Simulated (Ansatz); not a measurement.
## Rh (Fm-3m), ideal shear of a crystal plane

The calculation used DFT PBEsol, scalar-relativistic, plane waves, PAW in Ansatz 0.2.0. Cutoff 420 eV, Γ-centred 25×25×5 k-points, Gaussian smearing of 0.15 eV. No spin polarisation. Energies are free energies at this smearing, counted from the undisturbed cell; pressure is positive in compression.

Zero of the scan (relaxed at this level; with this scan's settings it stands at 0.1 GPa):

```
Rh
1.0
     1.89000   -1.89000    0.00000
     1.89000    0.00000   -1.89000
     7.55999    7.55999    7.55999
Rh
6
Direct
  0.66667 0.66667 0.08332
  0.00000 0.00000 0.91665
  0.33333 0.33333 0.24998
  0.66667 0.66667 0.58332
  0.00000 0.00000 0.41665
  0.33333 0.33333 0.74998
```

The cut lies on the cell's a–b face, a (1 1 1) plane (indices in the standard cell, whose axes needn't be the Cartesian ones shown) of area 6.19 Å², between layers 2.18 Å apart. Vector c is tilted by f times 1·a + 0·b (length 2.673 Å) with the atoms' Cartesian places fixed: one unrelaxed fault a cell. The traction is dγ/du, the slope of γ against the slip u in Å. Some rows repeat others by symmetry and weren't run.

| f | γ (mJ/m²) | traction (GPa) |
| --- | --- | --- |
| 0.0000 | 0 | 0.0 |
| 0.1000 | 194 | 13.7 |
| 0.2000 | 663 | 19.6 |
| 0.3000 | 1157 | 16.1 |
| 0.4000 | 1479 | 7.8 |
| 0.5000 | 1581 | 0.0 |
| 0.6000 | 1479 | -7.8 |
| 0.7000 | 1157 | -16.1 |
| 0.8000 | 663 | -19.6 |
| 0.9000 | 194 | -13.7 |

**Question.** Read off the first barrier and the stress needed to climb it, and compare with Frenkel's sinusoid.

**Answer.** The first sampled maximum lies at f = 0.500, a slip of 1.34 Å, with γ ≈ 1581 mJ/m², which stands in for the unstable fault energy γ_us, and the steepest sampled slope before it is 19.6 GPa. A sinusoid γ = γ_us sin²(πu/λ) with its maximum there has λ = 2.67 Å and a largest slope πγ_us/λ = 18.6 GPa (1 mJ/m² per Å = 0.01 GPa). The stand-in is too high: the stress and forces give a traction of 24.8 GPa across the line at this point, so it is no saddle, and slip that bends off the line crosses lower.

**Question.** Is there a metastable fault on this line?

**Answer.** Apart from points where γ returns to about zero, no local minimum shows among the samples, so at this sampling the line offers no fault for a dislocation to split on; a fault can still lie off the line.

The cut is rigid; relaxing the faces lowers these energies and usually the stresses.

In a metal these slopes depend on the k mesh and the smearing.

Cost: 6 runs of about 15 core-minutes in all, on Intel Xeon 6975P-C (Granite Rapids) (shared hosts).